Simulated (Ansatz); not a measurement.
## Spin spirals in FeSb (P63/mmc)

The geometry is a structure as deposited in COD (the entry's cell lengths or inner coordinates differ somewhat from later room-temperature determinations), held fixed and not relaxed.

Functional, mesh and filling: LDA, 9×9×5 k mesh, Fermi–Dirac smearing of 0.1 eV. PAW means Ansatz 0.2.0 on its default frozen-core files. Site moments are integrated in spheres about the atoms.

Input of the first run:

```yaml
crystal:
  lattice:
    - [4.06, 0.0, 0.0]
    - [-2.03, 3.5160631394, 0.0]
    - [0.0, 0.0, 5.13]
  atoms:
    - { symbol: Fe, position: [0.0, 0.0, 0.0], spin: 1.5, spin_axis: [1.0, 0.0, 0.0] }
    - { symbol: Fe, position: [0.0, 0.0, 0.5], spin: 1.5, spin_axis: [1.0, 0.0, 0.0] }
    - { symbol: Sb, position: [0.3333333333, 0.6666666667, 0.25] }
    - { symbol: Sb, position: [0.6666666667, 0.3333333333, 0.75] }
magnetization:
  noncollinear: true
  spin_spiral: { q: [0.0, 0.0, 0.0] }
kpoints:
  mp_grid: { grid: [9, 9, 5] }
scf:
  occupations: { method: fermi_dirac, width: 0.1 }
  lower_state_search: "off"
hamiltonian:
  xc: lda
  pseudopotentials: { kind: paw }
output:
  eigenvalues: false
```

Command: `ansatz run input.yaml --threads 2 --pin off --max-ram 6144MiB --backend cpu --events-out ev --progress --plain --runs-dir out`

The input for «spiral at 0.667 of the way from Γ to K» by PAW differs from it in these lines, output keys apart:

```diff
-  spin_spiral: { q: [0.0, 0.0, 0.0] }
+  spin_spiral: { q: [0.2222222222, 0.2222222222, 0.0] }
```

Flat spirals without spin–orbit coupling: moments start in the xy plane and turn about z by q·R from cell to cell, and their directions inside a cell are free. q runs from Γ to K = (0.333, 0.333, 0.000) in reciprocal cell vectors. Energies count from each method's run at q = 0. Each q is a vector of the k mesh, and the mesh is shifted by q/2 where needed, so that both spin components are sampled on the same points as at q = 0.

Where along the line is the energy lowest?

The lowest point lies at 1.000 of the way, 98.0 meV/cell under q = 0, so a modulated state wins along this line.
```json
{"fraction of Γ–K": "0.000", "|q| (1/Å)": "0.000", "ΔF PAW (meV/cell)": "0.0", "largest moment, PAW (μB)": "1.48"}
{"fraction of Γ–K": "0.333", "|q| (1/Å)": "0.344", "ΔF PAW (meV/cell)": "-23.8", "largest moment, PAW (μB)": "1.52"}
{"fraction of Γ–K": "0.667", "|q| (1/Å)": "0.688", "ΔF PAW (meV/cell)": "-73.1", "largest moment, PAW (μB)": "1.65"}
{"fraction of Γ–K": "1.000", "|q| (1/Å)": "1.032", "ΔF PAW (meV/cell)": "-98.0", "largest moment, PAW (μB)": "1.73"}
```

The PAW files were made with PBE; the program remakes their cores once for the run's functional and then keeps them frozen. The Ansatz runs typed with the search for lower states off end where their start leads. Spin–orbit coupling is left out although heavy atoms are present. None of this fixes the real material's magnetic order: only patterns that fit the cell were computed, at zero temperature, with a functional that can overstate moments.
